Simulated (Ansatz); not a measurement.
**Varying the input for InCo$_{2}$N$_{2}$**

All trials start from this Ansatz input:

```yaml
crystal:
  lattice:
    - [2.7259591304, -1.5805455775, 0.0]
    - [2.7259591304, 1.5805455775, 0.0]
    - [-1.9522687403, 0.0, 7.5446777696]
  atoms:
    - { symbol: In, position: [0.5, 0.5, 0.5] }
    - { symbol: Co, position: [0.372661, 0.372661, 0.108105], spin: 3.0 }
    - { symbol: Co, position: [0.627339, 0.627339, 0.891895], spin: 3.0 }
    - { symbol: "N", position: [0.277384, 0.277384, 0.844993] }
    - { symbol: "N", position: [0.722616, 0.722616, 0.155007] }
basis:
  ecutwfc: 420
kpoints:
  mp_grid: { grid: [6, 6, 2] }
hamiltonian:
  xc: pbe
scf:
  occupations: { method: gaussian, width: 0.1 }
  lower_state_search: "off"
output:
  forces: true
  stress: true
  eigenvalues: true
  populations: true
magnetization:
  spin_polarized: true
```

Command:

```bash
ansatz run input.yaml --threads 1 --pin off --max-ram 1331MiB --backend cpu --events-out ev --progress --plain --runs-dir out
```

The run converges in 19 SCF iterations on 26 irreducible k-points: pressure -0.28 GPa, largest force 0.197 eV/Å, no gap, cell moment 0.50 μB. It warns that the starting moments were lost.

The inputs are trials, many of them unsound on purpose. Their numbers show the effect of the settings and aren't properties of the material. Each trial's input is given as a difference from the reference's; energies are extrapolated to zero smearing where there is one, and pressure is positive in compression. Charged cells sit in a uniform background, and their pressures hang on that convention.

Trial 1:

```diff
 crystal:
   atoms:
-    - { symbol: Co, position: [0.372661, 0.372661, 0.108105], spin: 3.0 }
-    - { symbol: Co, position: [0.627339, 0.627339, 0.891895], spin: 3.0 }
+    - { symbol: Co, position: [0.372661, 0.372661, 0.108105], spin: 0.22 }
+    - { symbol: Co, position: [0.627339, 0.627339, 0.891895], spin: 0.22 }
 kpoints:
-  mp_grid: { grid: [6, 6, 2] }
+  mp_grid: { kspacing: 0.97 }
 scf:
+  mixing: { algorithm: broyden, ndim: 12, preconditioner: none }
+  max_iter: 97
```

How does this run end?

The run converges in 20 SCF iterations on 4 irreducible k-points: energy 158 meV per atom above the reference, pressure 2.03 GPa, largest force 0.795 eV/Å, no gap, cell moment 0.35 μB. It warns that the state wasn't tested for a lower one.

Trial 2:

```diff
 crystal:
   atoms:
-    - { symbol: Co, position: [0.372661, 0.372661, 0.108105], spin: 3.0 }
-    - { symbol: Co, position: [0.627339, 0.627339, 0.891895], spin: 3.0 }
+    - { symbol: Co, position: [0.372661, 0.372661, 0.108105], spin: 0.22 }
+    - { symbol: Co, position: [0.627339, 0.627339, 0.891895], spin: 0.22 }
-basis:
-  ecutwfc: 420
+basis: {}
 kpoints:
-  mp_grid: { grid: [6, 6, 2] }
+  mp_grid: { grid: [1, 6, 1] }
 scf:
-  occupations: { method: gaussian, width: 0.1 }
+  occupations: { method: fermi_dirac, width: "600 K" }
```

What happens?

The run converges in 18 SCF iterations on 4 irreducible k-points: energy 383 meV per atom below the reference, pressure -5.31 GPa, largest force 1.393 eV/Å, no gap, cell moment 0.32 μB. It warns that the mesh lowers the symmetry.

Trial 3:

```diff
 crystal:
   atoms:
-    - { symbol: Co, position: [0.372661, 0.372661, 0.108105], spin: 3.0 }
-    - { symbol: Co, position: [0.627339, 0.627339, 0.891895], spin: 3.0 }
+    - { symbol: Co, position: [0.372661, 0.372661, 0.108105], spin: 0.22 }
+    - { symbol: Co, position: [0.627339, 0.627339, 0.891895], spin: 0.22 }
 basis:
-  ecutwfc: 420
+  ecutwfc: "19 Ry"
 scf:
-  occupations: { method: gaussian, width: 0.1 }
+  occupations: { method: cold, width: 0.022 }
```

What does the program give?

The run converges in 20 SCF iterations on 26 irreducible k-points: energy 1.56 eV per atom above the reference, pressure -5.92 GPa, largest force 0.464 eV/Å, no gap, cell moment 0.62 μB. It warns that the cutoff lies under the recommended one, 420 eV for these potentials; that the state wasn't tested for a lower one.

Trial 4 (origin moved):

```diff
 crystal:
   atoms:
-    - { symbol: In, position: [0.5, 0.5, 0.5] }
-    - { symbol: Co, position: [0.372661, 0.372661, 0.108105], spin: 3.0 }
-    - { symbol: Co, position: [0.627339, 0.627339, 0.891895], spin: 3.0 }
-    - { symbol: "N", position: [0.277384, 0.277384, 0.844993] }
-    - { symbol: "N", position: [0.722616, 0.722616, 0.155007] }
+    - { symbol: In, position: [0.767, 1.053, 0.629] }
+    - { symbol: Co, position: [0.639661, 0.925661, 0.237105], spin: 0.22 }
+    - { symbol: Co, position: [0.894339, 1.180339, 1.020895], spin: 0.22 }
+    - { symbol: "N", position: [0.544384, 0.830384, 0.973993] }
+    - { symbol: "N", position: [0.989616, 1.275616, 0.284007] }
+total_charge: 2
 basis:
-  ecutwfc: 420
+  ecutwfc: 300
 kpoints:
-  mp_grid: { grid: [6, 6, 2] }
+  mp_grid: { grid: [2, 2, 1], shift: [0.5, 0.5, 0.5] }
 hamiltonian:
-  xc: pbe
+  xc: lda
+  dispersion: d3bj
 scf:
-  occupations: { method: gaussian, width: 0.1 }
+  occupations: { method: tetrahedron }
```

What happens?

The run converges in 21 SCF iterations on 2 irreducible k-points: pressure -4.32 GPa (with the neutralising background of the charged cell), largest force 2.290 eV/Å, no gap, cell moment 0.00 μB. It warns that the printed bands weren't solved further after the SCF; that the cutoff lies under the recommended one, 420 eV for these potentials; that the dispersion damping is borrowed from another functional; that the starting moments were lost; that the state wasn't tested for a lower one; that forces and stress under tetrahedra may miss the energy's slope.

Trial 5 (origin moved):

```diff
 crystal:
   atoms:
-    - { symbol: In, position: [0.5, 0.5, 0.5] }
-    - { symbol: Co, position: [0.372661, 0.372661, 0.108105], spin: 3.0 }
-    - { symbol: Co, position: [0.627339, 0.627339, 0.891895], spin: 3.0 }
-    - { symbol: "N", position: [0.277384, 0.277384, 0.844993] }
-    - { symbol: "N", position: [0.722616, 0.722616, 0.155007] }
+    - { symbol: In, position: [0.858, 1.278, 1.245] }
+    - { symbol: Co, position: [0.730661, 1.150661, 0.853105] }
+    - { symbol: Co, position: [0.985339, 1.405339, 1.636895] }
+    - { symbol: "N", position: [0.635384, 1.055384, 1.589993] }
+    - { symbol: "N", position: [1.080616, 1.500616, 0.900007] }
 kpoints:
-  mp_grid: { grid: [6, 6, 2] }
+  mp_grid: { grid: [2, 2, 1] }
 scf:
-  occupations: { method: gaussian, width: 0.1 }
-  lower_state_search: "off"
+  occupations: { method: cold, width: 0.008 }
+  n_extra_bands: 12
+  eigensolver: { mixed_precision: false }
+  max_iter: 30
+  convergence: { dr2_threshold: "1e-11 eV" }
 output:
-  populations: true
-magnetization:
-  spin_polarized: true
```

What does the program give?

The run converges in 21 SCF iterations on 3 irreducible k-points: energy 60.4 meV per atom below the reference, pressure -6.63 GPa, largest force 1.709 eV/Å, no gap.

Trial 6:

```diff
 crystal:
   atoms:
-    - { symbol: Co, position: [0.372661, 0.372661, 0.108105], spin: 3.0 }
-    - { symbol: Co, position: [0.627339, 0.627339, 0.891895], spin: 3.0 }
+    - { symbol: Co, position: [0.372661, 0.372661, 0.108105], spin: 0.22 }
+    - { symbol: Co, position: [0.627339, 0.627339, 0.891895], spin: 0.22 }
 basis:
+  ecutrho_ratio: 2
 kpoints:
-  mp_grid: { grid: [6, 6, 2] }
+  mp_grid: { grid: [2, 2, 1] }
 hamiltonian:
-  xc: pbe
+  xc: lda
 scf:
-  occupations: { method: gaussian, width: 0.1 }
+  occupations: { method: tetrahedron }
+  max_iter: 80
+  convergence: { dr2_threshold: "1e-6 eV" }
```

What does the program give?

The run converges in 21 SCF iterations on 3 irreducible k-points: pressure -15.73 GPa, largest force 1.497 eV/Å, no gap, cell moment 0.00 μB. It warns that the printed bands weren't solved further after the SCF; that the density cutoff lies under the recommended one; that the SCF threshold is loose for the forces; that the starting moments were lost; that the state wasn't tested for a lower one; that the SCF threshold is loose for the stress; that forces and stress under tetrahedra may miss the energy's slope.

Trial 7:

```diff
 crystal:
   atoms:
-    - { symbol: Co, position: [0.372661, 0.372661, 0.108105], spin: 3.0 }
-    - { symbol: Co, position: [0.627339, 0.627339, 0.891895], spin: 3.0 }
+    - { symbol: Co, position: [0.372661, 0.372661, 0.108105], spin: 0.22 }
+    - { symbol: Co, position: [0.627339, 0.627339, 0.891895], spin: 0.22 }
 kpoints:
-  mp_grid: { grid: [6, 6, 2] }
+  mp_grid: { grid: [4, 4, 1] }
```

What happens?

The run converges in 25 SCF iterations on 7 irreducible k-points: energy 14.3 meV per atom below the reference, pressure 0.47 GPa, largest force 0.321 eV/Å, no gap, cell moment 0.37 μB.